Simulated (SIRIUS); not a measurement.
Worked example: self-consistent single point of TiN (I4mm, 2 atoms in the cell; from Materials Project mp-492, changed as shown) in SIRIUS.

All values come from this method and carry its errors: PBE, PseudoDojo 0.5 standard norm-conserving PBE (tails mended) pseudopotentials (plane waves; SIRIUS 7.12.0).

The change in words: atom 1 moved by +0.04 angstrom along x. Reference geometry (Fm-3m):
```
TiN
1.0
    0.00000     2.12062     2.12062
    2.12062     0.00000     2.12062
    2.12062     2.12062     0.00000
Ti N
1 1
Direct
  0.00000   0.00000   0.00000
  0.50000   0.50000   0.50000
```

Reference input (self-consistent single point, DFT, PBE, plane waves, PseudoDojo 0.5 standard norm-conserving PBE (tails mended) pseudopotentials): parameters.ngridk = 12 12 12; parameters.xc_functionals = [XC_GGA_X_PBE, XC_GGA_C_PBE]; parameters.gk_cutoff = 9.165 1/bohr; parameters.pw_cutoff = 18.331 1/bohr; parameters.smearing = cold; parameters.smearing_width = 0.00999582 Ha; potentials = PseudoDojo 0.5 standard norm-conserving PBE (tails mended) pseudopotentials; parameters.electronic_structure_method = pseudopotential; parameters.num_bands = 13; parameters.num_mag_dims = 0; parameters.num_dft_iter = 100; parameters.energy_tol = 1e-07 Ha. This run's input differs from it in these lines:

```diff
@@ -45,3 +45,3 @@
       "Ti": [
-        [0.0, 0.0, 0.0]
+        [-0.009431, 0.009431, 0.009431]
       ],
```

Output, abridged:

```
[find] density tolerance         : 1e-06
[find] total energy tolerance    : 1e-07
[find] iter_solver_tol (initial) : 0.01
[find] iter_solver_tol (target)  : 1e-13
[find] num_dft_iter              : 100
Charges and magnetic moments
--------------------------------------------------------------------------------
total charge          : 17.000000
[find] | SCF iteration   0 out of 100|
[diagonalize] iterative solver tolerance (occupied, empty): 0.01 0.01
[diagonalize] average number of iterations: 1.93865
[find_efermi_generic] Newton iteration converged after 2 steps
[find] Charges and magnetic moments
[find] total charge          : 17.000000
[find] Energy
[find] smearing (-TS)                 :      -0.00000814
[find] Total energy                   :     -69.78052110 (Ha),    -139.56104219 (Ry)
[find] Free energy (E-TS)             :     -69.78052924 (Ha),    -139.56105847 (Ry)
[find] band gap (eV)                  :       0.00000000
[find] Efermi                         :       0.65967133
[find] iteration : 0, RMS (target) : 5.9578e-01 (1.0000e-06) , energy difference (target) : -6.9781e+01 (1.0000e-07)
[find] bands are converged : true
[find] iterative solver converged : false
[find] | SCF iteration   1 out of 100|
[diagonalize] iterative solver tolerance (occupied, empty): 0.00208795 0.00208795
   [... lines left out ...]
[find] Charges and magnetic moments
[find] Free energy (E-TS)             :     -69.85553457 (Ha),    -139.71106915 (Ry)
[find] band gap (eV)                  :       0.00000000
[find] Efermi                         :       0.62887615
[find] Charges and magnetic moments
[find] Free energy (E-TS)             :     -69.85681881 (Ha),    -139.71363762 (Ry)
[find] band gap (eV)                  :       0.00000000
[find] Efermi                         :       0.63177368
[find] Charges and magnetic moments
[find] Free energy (E-TS)             :     -69.85699834 (Ha),    -139.71399669 (Ry)
   [... lines left out ...]
[ground_state] === stress_total ===
[ground_state]   -17.695319   -0.000000   -0.000000
[ground_state]    -0.000000  -11.126272    0.000000
[ground_state]    -0.000000    0.000000  -11.126272
[ground_state] ==== total Forces in Ha/bohr =====
[ground_state] atom:    0, force:      -0.0081133      0.0000000     -0.0000000
[ground_state] atom:    1, force:       0.0081132      0.0000000      0.0000000
```

The run converged in 16 iterations. SIRIUS prints the stress tensor with tension positive. Against the reference run the free energy rises by 4.2 meV/atom, the pressure goes from 1.08 to 1.33 GPa and the largest force goes from 0.000 to 0.417 eV/Å.

The structure comes from a collection of computed structures, made at another level of theory; the collection holds predicted forms beside known ones.

Cost on one core: roughly 2.0 core-minutes.

The gap that the log prints is read on the run's mesh, which can miss the band edges or a crossing.

“Tails mended”: in these copies of the files the far tail of each local potential was reset to the Coulomb form.
